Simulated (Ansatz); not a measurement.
Input:

ZnSnN$_{2}$:
```
CELL_PARAMETERS angstrom
      1.58243     0.91362     5.13607
     -1.58243     0.91362     5.13607
      0.00000    -1.82723     5.13607
ATOMIC_POSITIONS crystal
  Zn 0.00000 0.00000 0.00000
  Sn 0.50000 0.50000 0.50000
  N  0.75274 0.75274 0.75274
  N  0.24726 0.24726 0.24726
```

This is the PBEsol-relaxed structure.

All from DFT-PBEsol in the program Ansatz with PAW potentials, unless another level is named. Give the highest zone-centre frequency (without LO–TO term).

548 cm⁻¹.

Next, the bulk modulus (Birch–Murnaghan fit)?

182 GPa.

Space group R-3m. The start of the workflow was typed in or built on a structure type; neither database checked (COD, Materials Project) lists it. Whether it is the stable phase at ambient conditions was not checked. Symmetry was held in the PBEsol relaxation. At this level the phase is mechanically unstable. Its formation energy is positive at this level, so the cell may be metastable or incomplete. Spin–orbit coupling is left out wherever it is not named.

Potentials: the later of the program's two PAW sets.
